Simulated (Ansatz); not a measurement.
## Calculated quadrupolar parameters for Ti under strain

The cell is a COD entry, relaxed with PBE at fixed cell and then changed (z compressed by 3 %, ions relaxed).

```xyz
2
Lattice="2.9500 0.0000 0.0000 -1.4750 2.5548 0.0000 0.0000 0.0000 4.5454" Properties=species:S:1:pos:R:3 pbc="T T T"
Ti    0.0000    1.7032    1.1364
Ti    1.4750    0.8516    3.4091
```

Atom numbers follow the list; atoms alike are taken as one site, whose name carries the number of the first.

Computed with Ansatz: DFT, PBE, plane waves and PAW, scalar-relativistic, 420 eV cutoff, Γ-centred 18×18×10 k-points, Fermi–Dirac smearing 0.05 eV.

C_Q = eQV_zz/h, which is 24.18 MHz for Q = 1 b and V_zz = 10²¹ V/m²; η = (V_xx − V_yy)/V_zz.

⁴⁷Ti: I = 5/2, Q = 302.0 mb. Nuclear quadrupole moments: year-2017 set (Pyykkö).

Q: Give the quadrupolar parameters of the distinct sites.

A: 

```json
{"site": "Ti", "atoms (order as listed)": "1, 2", "first shell": "12 Ti at 2.84–2.95 Å", "V_zz (10²¹ V/m²)": "2.62", "η": "0.00", "C_Q (MHz)": "19.1"}
```

An axis of threefold or higher order runs through Ti, so V_zz lies along it and η is zero.

With no gap above 0.1 eV, as in a metal, the gradients converge slowly in k; expect changes of a tenth or more on a denser mesh.
